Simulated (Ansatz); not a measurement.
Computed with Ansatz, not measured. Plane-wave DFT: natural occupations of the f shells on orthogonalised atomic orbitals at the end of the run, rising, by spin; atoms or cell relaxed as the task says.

```
cell
1.0
     7.0098    0.0000    0.0000
     0.0000   -7.0098    0.0000
     0.0000    0.0000   -7.0098
Gd In Yb Ni
4 4 1 15
Direct
  0.0000 0.0000 0.0000
  0.5000 0.5000 0.0000
  0.5000 0.0000 0.5000
  0.0000 0.5000 0.5000
  0.7500 0.7500 0.7500
  0.2500 0.2500 0.7500
  0.2500 0.7500 0.2500
  0.7500 0.2500 0.2500
  0.6237 0.8763 0.1237
  0.1237 0.3763 0.1237
  0.1237 0.8763 0.6237
  0.6237 0.3763 0.6237
  0.6237 0.1237 0.8763
  0.1237 0.6237 0.8763
  0.1237 0.1237 0.3763
  0.6237 0.6237 0.3763
  0.3763 0.1237 0.1237
  0.8763 0.6237 0.1237
  0.8763 0.1237 0.6237
  0.3763 0.6237 0.6237
  0.3763 0.8763 0.8763
  0.8763 0.3763 0.8763
  0.8763 0.8763 0.3763
  0.3763 0.3763 0.3763
```

Starting moments (μB): Gd number 1 7.74, Gd number 2 7.74, Gd number 3 7.74, Gd number 4 7.74, Yb 1; others 0.

| quantity | value |
| --- | --- |
| cell charge | 0 e |
| spin | collinear |
| scf start | searched state |
| lower state search | off |
| functional | r2SCAN |
| wave cutoff | 500 eV |
| k mesh | 3, 3, 3 |
| k shift | 0, 0, 0 mesh steps |
| gaussian smearing | 0.05 eV |
| task | relax atoms |

**Question.** How are the f shells occupied at the end?

**Answer.** 

```tsv
shell atom	shell element	shell spin	shell occupation 1 (e)	shell occupation 2 (e)	shell occupation 3 (e)	shell occupation 4 (e)	shell occupation 5 (e)	shell occupation 6 (e)	shell occupation 7 (e)
1	Gd	up	1	1	1	1	1	1	1
1	Gd	down	0.01	0.01	0.01	0.01	0.01	0.01	0.01
2	Gd	up	1	1	1	1	1	1	1
2	Gd	down	0.01	0.01	0.01	0.01	0.01	0.01	0.01
3	Gd	up	1	1	1	1	1	1	1
3	Gd	down	0.01	0.01	0.01	0.01	0.01	0.01	0.01
4	Gd	up	1	1	1	1	1	1	1
4	Gd	down	0.01	0.01	0.01	0.01	0.01	0.01	0.01
9	Yb	up	0.96	0.96	0.97	0.97	0.97	0.98	0.99
9	Yb	down	0.97	0.97	0.98	0.98	0.98	0.98	0.99
```

Caveats: 4f shell without a U, which puts 4f levels too near the Fermi level; Gd without a U keeps its half-filled shell, but its 4f levels lie too near the Fermi level; occupations loosely converged; open f or d shells may hold a state above the lowest; the supercell is small; state may not be the lowest.
